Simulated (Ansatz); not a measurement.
The start is a generated cell, ScCo placed in the AFLOW prototype AB_hP4_194_c_a (B8_1, as in NiAs). Cell shape, volume and atoms are optimised at zero target pressure with PBE (plane waves to 420 eV, PAW, scalar-relativistic; Ansatz, a program for electronic structure). The first steps use a coarse 10×10×6 k-mesh.

Starting cell:
```yaml
crystal:
  lattice:
    - [3.71832, 0.00000, 0.00000]
    - [-1.85916, 3.22016, 0.00000]
    - [0.00000, 0.00000, 5.18242]
  atoms:
    - { symbol: Co, position: [0.00000, 0.00000, 0.00000] }
    - { symbol: Co, position: [0.00000, 0.00000, 0.50000] }
    - { symbol: Sc, position: [0.33333, 0.66667, 0.25000] }
    - { symbol: Sc, position: [0.66667, 0.33333, 0.75000] }
```
Spin-polarised start, with parallel moments on Co.

```json
{
 "outcome": "The space group stays P6₃/mmc (No. 194) (the run could not lower it); the end is NiAs type, with 4 atoms in the primitive magnetic cell",
 "energy_released": "0.15 eV/atom",
 "volume_change": "+12.3 %, from 15.51 to 17.41 Å³/atom",
 "moments_at_the_end": "net 0.26 μB/atom, ferrimagnetic",
 "optimiser_moves": "17"
}
```

Final values are on a 13×13×10 k-mesh of the relaxed cell. Spin state reached: ferrimagnetic (net 0.26 μB/atom), from parallel starting moments; other spin orders were not run from this start.

The run could not lose the symmetry of its start; a randomly shaken copy of 8 atoms returns to this structure.

All atoms sit on sites fixed by symmetry, so only the cell could relax.

The relaxed structure here is a generated cell of ScCo: the first start was made by placing the elements on the sites of a structure type, and the end was not matched to a known phase here, so it may be hypothetical.
